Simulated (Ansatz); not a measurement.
Hf:
```
CELL_PARAMETERS angstrom
      3.17120     0.00000     0.00000
     -1.58560     2.74634     0.00000
      0.00000     0.00000     5.01671
ATOMIC_POSITIONS crystal
  Hf 0.33333 0.66667 0.75000
  Hf 0.66667 0.33333 0.25000
```

Relaxed with PBE+D3(BJ). Special points in fractions of this cell's reciprocal vectors: Γ (0.000, 0.000, 0.000); M (0.500, 0.000, 0.000); K (0.333, 0.333, 0.000); A (0.000, 0.000, 0.500); L (0.500, 0.000, 0.500); H (0.333, 0.333, 0.500).

Task: List the band energies nearest the Fermi level at these points for DFT-PBE+D3(BJ) in the program Ansatz with PAW potentials.

Result: In eV from the Fermi level; about four levels below and three above (degenerate sets whole), none deeper than 8.9 eV; points with the same levels are listed once.

| k | below | above |
|---|---|---|
| Γ | -7.46 -3.79 | 0.71 1.17 1.17 |
| M | -3.40 -2.85 -2.32 -0.78 | 0.77 0.89 1.71 |
| K | -2.23 -1.82 -1.82 -1.47 | 0.37 0.37 2.09 |
| A | -5.45 -5.45 | 0.13 0.13 1.06 1.06 1.06 1.06 |
| L | -3.49 -3.49 -1.04 -1.04 | 1.25 1.25 2.69 2.69 |
| H | -1.51 -1.51 -0.18 -0.18 | 2.56 2.56 5.19 5.19 |

Space group P6_3/mmc (hcp (Mg type)). The PBE+D3(BJ) relaxation kept the symmetry of its start. The run is not spin-polarised. The pairwise dispersion correction was not fitted to metals. Scalar-relativistic: spin–orbit coupling is off unless named, which matters more the heavier the elements.

Potentials: the later of the program's two PAW sets.
